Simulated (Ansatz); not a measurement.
Fields on a plane of SiO2 (space group P4_32_12)

```
CELL_PARAMETERS angstrom
      5.03022     0.00000     0.00000
      0.00000     5.03022     0.00000
      0.00000     0.00000     7.01275
ATOMIC_POSITIONS crystal
  Si 0.20224 0.20224 0.00000
  Si 0.29776 0.70224 0.75000
  Si 0.79776 0.79776 0.50000
  Si 0.70224 0.29776 0.25000
  O  0.60125 0.73971 0.67800
  O  0.76029 0.10125 0.42800
  O  0.39875 0.26029 0.17800
  O  0.23971 0.89875 0.92800
  O  0.10125 0.76029 0.57200
  O  0.26029 0.39875 0.82200
  O  0.89875 0.23971 0.07200
  O  0.73971 0.60125 0.32200
```

The slice is a (010) plane (indices of the conventional cell) through the point (0.760, 0.101, 0.428) (fractional), spanned by u = [100] and v = [001] in vectors of this cell: u (5.03 Å) and v (7.01 Å, at 90° to u). It covers one period; positions are fractions (u, v).

Atoms on it: O at (0.00, 0.00). Other atoms lie within 1 Å of the plane.

Computed with PBEsol (plane waves to 420 eV, PAW, scalar-relativistic; Ansatz, an electronic-structure program). k mesh 5×5×4. Near the nuclei the fields are pseudised (PAW); where an atom keeps semicore shells as valence, they peak there. SiO2 was relaxed with its symmetry unable to fall.

```
|%%**..                              ..**|
|--..                                  ..|
|                                        |
|                                        |
|..                                ......|
|..                                ......|
|                                  ......|
|              ......                ..  |
|              ........                  |
|              ........                  |
|              ............              |
|              ....    ......            |
|            ....        ....            |
|          ......                        |
|          ......                        |
|          ....                          |
|                                        |
|                                        |
|                                        |
|                                        |
|                                        |
|                                        |
|                                        |
|                                        |
|                                        |
|..                                    ..|
|++--..                              ..==|
|@@##::                              ::##|
```
Scale: ten equal steps from 0.001 (start of ' ') to 0.156 (end of '@'), in the order ' .:-=+*#%@'. Values: density of the lowest conduction band (whole band as if filled, smooth part) in e/Å³. The map has 20 points along u (two characters each, u = 0 at the left) and 28 along v (v = 0 in the bottom row). 

```
|xxxxxx337788999999999999999988886622xxxx|
|xxxx0055888899999999999999998877552200xx|
|0000336677889999999999999999886644110000|
|0000336677888888999999999988775522000000|
|0000335577888888888888887777665522000000|
|0000336677777777777777666666554422000000|
|0022445566776655444444444444555533110000|
|3333445555553311000000113344555555332222|
|5555000022220000000000000033556666665555|
|665500xx00000000000000000033667777777777|
|8877220011000000xxxxxx000011557788888888|
|99887755330000xxxxxxxx000000447788889999|
|9999886644000000xxxxxx000000557788999999|
|9999997755110000000000000022557788999999|
|9999998866330000000000001144668888999999|
|9999998877553311000000224466778899999999|
|9999998888776655444455556677888899999999|
|9999998888887777777777778888889999999999|
|9999998888888888888888888888999999999999|
|9999888888888888888888888899999999999999|
|9988888888999999999999889999999999999999|
|8888888888999999999999999999999999999988|
|8888888888999999999999999999999999999988|
|6666778888999999999999999999999999998877|
|0022667788999999999999999999999999886633|
|xxxx0066889999999999999999999999886600xx|
|xxxxxx337799999999999999999999998844xxxx|
|xxxxxx007799999999999999999999887700xxxx|
```
Scale: ten equal steps from -1.00 (start of '0') to 7.43 (end of '9'), in the order '0123456789'. Values: electrostatic potential energy of an electron, from the cell's mean, in eV. The map has 20 points along u (two characters each, u = 0 at the left) and 28 along v (v = 0 in the bottom row). Points within 0.7 Å of a nucleus are blanked (x), as the pseudised field means little there. Values under -1 eV are set to -1. The zero, the cell's mean, hangs on the PAW cores.
